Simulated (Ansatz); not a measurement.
# Trial structures of InReS₄: starts and ends

Theory: Ansatz, DFT PBE, scalar-relativistic, plane waves, PAW. Settings: cutoff 420 eV, Γ-centred meshes spaced at most about 0.3 Å⁻¹, and about 0.25 Å⁻¹ or finer for metals (2π included), Gaussian smearing. Collinear spin in cells that started with moments and kept them past the coarse steps, no spin elsewhere.

Each guess was relaxed in cell and atoms at zero pressure, within the symmetry of its start. Temperature and zero-point effects are left out. Coordination counts S atoms around In and Re (those within 1.25 times the shortest such distance or 1.15 times the sum of covalent radii; the shortest distance is added where it is long for a bond).

| guess | made from | start group | V start (Å³/atom) | end group | V end (Å³/atom) | coordination at the end | gap on mesh (eV) | largest moment (μB) | E over the lowest end (meV/atom) |
| --- | --- | --- | --- | --- | --- | --- | --- | --- | --- |
| 1 | NbVH4 type | P4/mmm | 18.5 | P4/mmm | 18.7 | In 8, Re 8 | 0 | - | 0 |
| 2 | TbHoFe4 type | F-43m | 23.1 | F-43m | 17.7 | In 12 from 3.1 Å, Re 12 from 3.1 Å | 0 | 2.3 | 1387 |
| 3 | SmAlCu4 type | P-6m2 | 23.3 | ? | ? | ? | ? | ? | ? |
| 4 | Hf4AgPd type | P4/mmm | 23.7 | P4/mmm | 21.1 | In 8, Re 8 | 0 | - | 200 |

Guess 3 as it starts:

```yaml
crystal:
  lattice:
    - [5.96959, 0.00000, 0.00000]
    - [-2.98480, 5.16982, 0.00000]
    - [0.00000, 0.00000, 4.52371]
  atoms:
    - { symbol: In, position: [0.00000, 0.00000, 0.00000] }
    - { symbol: Re, position: [0.66667, 0.33333, 0.00000] }
    - { symbol: S, position: [0.33333, 0.66667, 0.00000] }
    - { symbol: S, position: [0.66417, 0.83209, 0.50000] }
    - { symbol: S, position: [0.16791, 0.83209, 0.50000] }
    - { symbol: S, position: [0.16791, 0.33583, 0.50000] }
```

Task: Predict the end of this guess and its energy over the lowest end.

Result: It ends in space group P-6m2 (No. 187), with a = 6.864 Å, c = 3.295 Å, 22.4 Å³/atom and no gap, with moments up to 4.2 μB. It lies 1.29 eV/atom over the lowest end, above guess 4 and below guess 2. Counting S atoms around In and Re, this end has In 6, Re 15 from 3.8 Å and the lowest (guess 1) has In 8, Re 8.

```xyz
6
Lattice="6.8636 0.0000 0.0000 -3.4318 5.9440 0.0000 0.0000 0.0000 3.2946" Properties=species:S:1:pos:R:3 pbc="T T T"
In    0.0000    0.0000    0.0000
Re    3.4318    1.9813    0.0000
S     0.0000    3.9627    0.0000
S     1.6524    4.9167    1.6473
S    -1.6524    4.9167    1.6473
S     0.0000    2.0547    1.6473
```

Formation energies are uncorrected and refer to the elements' standard structures at the same level.

Task: Is the lowest end bound against the elements?

Result: Too close to call: its formation energy is 0.00 eV/atom. The formation energy is too near zero to say whether this cell lies below the elements.

No dispersion correction is applied, so the spacing and binding between layers, chains or molecules are poorly described (P4/mmm at 21.1 Å³/atom), and this can change margins and order among such cells. Spin–orbit coupling, which can matter for Re, is left out. The reference form of S is held partly by dispersion forces, which this level lacks. Another magnetic order may lie lower. Cells relaxed within their symmetry can be saddle points. A lower structure may well exist outside this small set. Some structure types and database cells were kept out of the candidates from the start, so a known form may be missing.
